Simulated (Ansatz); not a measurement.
# Cr5SiB2: Coordination and Cr-53 quadrupole coupling

Cell: a Materials Project structure (computed, not necessarily an observed phase), taken as it stands.

Space group I4/mcm (No. 140); a = 5.5981, c = 10.3700 Å.

```csv
site,Wyckoff,site symmetry,x,y,z
Cr1,16l,..m,0.1667,0.6667,0.1373
Cr9,4c,4/m..,0.0000,0.0000,0.0000
Si,4a,422,0.0000,0.0000,0.2500
B,8h,m.2m,0.6194,0.1194,0.0000
```

One atom of each set is listed; the run and its k-mesh use a cell of 16 atoms with edges of 6.52, 6.52, 6.52 Å.

Computed with Ansatz: DFT, r2SCAN, plane waves and PAW, scalar-relativistic, collinear spin, 500 eV cutoff, Γ-centred 8×8×8 k-points, Fermi–Dirac smearing 0.05 eV. Start moments as typed (μB): 3 on each Cr, none on the rest.

Q(Cr-53) = -150.0 mb.

Task: Rank these Cr sites by |C_Q|, smallest first.
A. Cr1: 3 B at 2.16–2.21 Å, 2 Si at 2.39 Å, 4 Cr at 2.53–2.68 Å; also 7 Cr at 2.85–2.99 Å
B. Cr9: 4 B at 2.23 Å, 8 Cr at 2.53 Å, 2 Si at 2.59 Å

Result: B (6.42 MHz, η = 0.00), A (8.79 MHz, η = 0.95).

An axis of threefold or higher order runs through Cr9, so V_zz lies along it and η is zero.

The moments were started parallel, and the run ended with some of them reversed. The program didn't check the stability of this electronic state in full, so a lower one may lie near. With no gap above 0.1 eV, as in a metal, the gradients converge slowly in k; expect changes of a tenth or more on a denser mesh. The run lost most of its start moments on Cr; a state with other moments may lie lower. The magnetic order is the one that the run reached from its start moments, not necessarily the measured one.
